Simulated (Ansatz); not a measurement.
Start of a relaxation of Li2TaO2:

Space group P6/mmm (No. 191). a = 4.319 Å, b = 4.319 Å, c = 3.652 Å, α = 90.00°, β = 90.00°, γ = 120.00°
| atom | site | symmetry | x | y | z |
| --- | --- | --- | --- | --- | --- |
| Li | 2d | -6m2 | 0.3333 | 0.6667 | 0.5000 |
| Ta | 1a | 6/mmm | 0.0000 | 0.0000 | 0.0000 |
| O | 2c | -6m2 | 0.3333 | 0.6667 | 0.0000 |

All numbers below come from DFT PBE, scalar-relativistic, plane waves, PAW in Ansatz. Cutoff 420 eV, Gaussian smearing, Γ-centred meshes. Cell and atoms relax first on a coarse mesh and then on a finer one. In between, the cell is made exact in the group found at 0.06 Å. In metals the finer mesh still leaves noise of several meV/atom or more. The steps can't lower the symmetry of their start. No spin polarisation in the relaxation; trial moments died out in a coarse test.

A guess keeps its type if space group and coordination stay and the shape of the cell changes little (axis ratios within about 15 %, angles within 6°); the volume may change.

**Question.** Will the relaxed cell still be of the starting type?

**Answer.** It keeps its type. The symmetry stays P6/mmm (No. 191). The volume per atom shrinks by 17.4 %, from 11.8 to 9.7 Å³. The shortest distance stays 1.83 Å (Li–O). The ratio c/a of the conventional cell changes by a factor of 1.10. Counting neighbours within 15 % of an atom's shortest distance, the start has Li 2, O 2, Ta 6 and the end Li 2, O 2, Ta 6.

The zero of energy is the elements' standard structures at the same level (O₂ as a molecule); no fitted shifts are applied.

**Question.** At what energy does it end?

**Answer.** −1.23 eV/atom.

The last run used a 12×12×10 mesh (in the run's order of axes) for its 5-atom cell and Gaussian smearing of 0.10 eV. Spin–orbit coupling, which can matter for Ta, is left out. An odd number of electrons in the primitive cell allows no gap without spin; a larger cell or a magnetic state could open one. A structure relaxed within its symmetry needn't be a true minimum. Another cell of Li2TaO2 relaxed alike, in P-3m1, lies 0.51 eV/atom lower, so this cell isn't the stable form at this level.
